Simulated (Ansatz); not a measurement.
## LaMg2Ni with magnetization, scf.max_iter changed

Level of theory: PBEsol, no spin polarisation, scalar-relativistic; Ansatz, plane waves to 420 eV (PAW set soft_2), k-mesh 3×3×3. These are the settings of the reference run.

Cell:

```
cell
1.0
    -6.2263   -5.0257    0.0000
     6.2263   -5.0257    0.0000
     0.0000    0.0000    8.2721
La Mg Ni
6 12 6
Direct
  0.5607 0.5607 0.7500
  0.8941 0.2274 0.7500
  0.2274 0.8941 0.7500
  0.4393 0.4393 0.2500
  0.7726 0.1059 0.2500
  0.1059 0.7726 0.2500
  0.8460 0.8460 0.5551
  0.1793 0.5126 0.5551
  0.5126 0.1793 0.5551
  0.1540 0.1540 0.0551
  0.4874 0.8207 0.0551
  0.8207 0.4874 0.0551
  0.1540 0.1540 0.4449
  0.4874 0.8207 0.4449
  0.8207 0.4874 0.4449
  0.8460 0.8460 0.9449
  0.1793 0.5126 0.9449
  0.5126 0.1793 0.9449
  0.2752 0.2752 0.7500
  0.6086 0.9419 0.7500
  0.9419 0.6086 0.7500
  0.7248 0.7248 0.2500
  0.0581 0.3914 0.2500
  0.3914 0.0581 0.2500
```

The reference run of this cell is solved again as a single point with these keys changed:

| key | reference run | changed run |
| --- | --- | --- |
| magnetization | not typed | {spin_polarized: true, initial_magnetization: 1} |
| scf.max_iter | not typed | 80 |

Problem. Does this change matter?

Solution. 

| quantity | reference run | changed run |
| --- | --- | --- |
| energy, changed less reference (meV an atom) | 0 | 0.0 |
| pressure (GPa) | 0.0 | 0.0 |
| largest force (eV/Å) | 0.04 | 0.04 |
| gap on the mesh (eV) | 0.00 | 0.00 |

The results hardly move, so the changed setting does no harm here. It took 14 iterations.

Caveats: the reference run: a metal with Cr, Mn, Fe, Co or Ni was run without spin, and may be magnetic; a single point, atoms not relaxed again.
